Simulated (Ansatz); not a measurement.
Relax this structure to zero stress and force, keeping its symmetry:

```cif
data_structure
_symmetry_space_group_name_H-M 'Fm-3m'
_symmetry_Int_Tables_number 225
_cell_length_a 3.8707
_cell_length_b 3.8707
_cell_length_c 3.8707
_cell_angle_alpha 90.000
_cell_angle_beta 90.000
_cell_angle_gamma 90.000
_cell_volume 57.99
loop_
_atom_site_label
_atom_site_type_symbol
_atom_site_symmetry_multiplicity
_atom_site_Wyckoff_symbol
_atom_site_fract_x
_atom_site_fract_y
_atom_site_fract_z
_atom_site_occupancy
Ir1 Ir 4 a 0.00000 0.00000 0.00000 1
```

These are results of Ansatz, DFT LDA, scalar-relativistic, plane waves, PAW, not measurements.

Cutoff 420 eV; k points 18×18×18 on the computed 1-atom cell (Γ-centred); Gaussian smearing, width 0.10 eV; no spin polarisation.

Problem. What does it relax to?

Solution. The volume goes down by 0.66 Å³/atom to 13.84 Å³/atom, and the energy falls by 36.3 meV/atom. Final structure:
Space group Fm-3m (No. 225). a = 3.811 Å, b = 3.811 Å, c = 3.811 Å, α = 90.00°, β = 90.00°, γ = 90.00°
```csv
atom,site,symmetry,x,y,z
Ir,4a,m-3m,0.0000,0.0000,0.0000
```

Spin–orbit coupling is left out, which can shift energies with elements as heavy as these.

Cost: 1 run of about 0.17 core-minutes, on Arm Neoverse V2 (shared hosts).